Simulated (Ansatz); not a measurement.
Data sheet: Ca2BeN2 (DFT)

Ca2BeN2:
```yaml
crystal:
  lattice:
    - [-1.77235, 1.77235, 5.75177]
    - [1.77235, -1.77235, 5.75177]
    - [1.77235, 1.77235, -5.75177]
  atoms:
    - { symbol: Ca, position: [0.65576, 0.65576, 0.00000] }
    - { symbol: Ca, position: [0.34424, 0.34424, 0.00000] }
    - { symbol: Be, position: [0.00000, 0.00000, 0.00000] }
    - { symbol: N, position: [0.86661, 0.86661, 0.00000] }
    - { symbol: N, position: [0.13339, 0.13339, 0.00000] }
```

Space group I4/mmm (No. 139); conventional cell a = b = 3.545 Å, c = 11.504 Å, α = β = γ = 90.00°.

Method: DFT-r²SCAN in the program Ansatz with PAW potentials. Structure relaxed to zero pressure with the same functional. Other levels are named where they apply.

**Cell and energy**

```yaml
volume_per_atom: 14.45 Å³
density: 2.69 g/cm³
Formation energy from the elements (no fitted shifts): -1.14 eV/atom
```

**Electronic structure**

```yaml
band_gap: 1.46 eV (indirect)
valence_band_maximum: at M
conduction_band_minimum: at Γ
smallest_direct_gap_on_the_standard_path: 1.52 eV
electron_effective_mass: 0.27, 0.39, 0.39 mₑ (principal values)
HSE06 gap on the r²SCAN cell: 2.00 eV
```

**Mechanics**

```yaml
Bulk modulus (Birch–Murnaghan fit): 92.1 GPa
Pressure derivative B′: 4.2
Elastic constants (relaxed ions, GPa): C11 = 185, C12 = 35.7, C13 = 42.5, C33 = 233, C44 = 19.2, C66 = 64.8
mechanical_stability: stable (all eigenvalues of C positive)
hill_bulk_and_shear_moduli: 93.1 and 43.6 GPa
Young's modulus: 113 GPa
Poisson's ratio: 0.30
debye_temperature_from_the_elastic_constants: 549 K
```

**Charges**

```yaml
bader_charges: Ca +1.46, Be +1.62, N -2.27 e
```

The start of the workflow was typed in or built on a structure type; neither database checked (COD, Materials Project) lists it. Whether it is the stable phase at ambient conditions was not checked. The r²SCAN relaxation kept the symmetry of its start; its stability against distortions is not shown here. The references are the lowest solids computed at this level, not always the standard phases (solids in place of the gases).

Potentials: the earlier of the program's two PAW sets. The files were generated under PBE; for other functionals the program regenerates the frozen cores, and for LDA and PBEsol the local potential too.
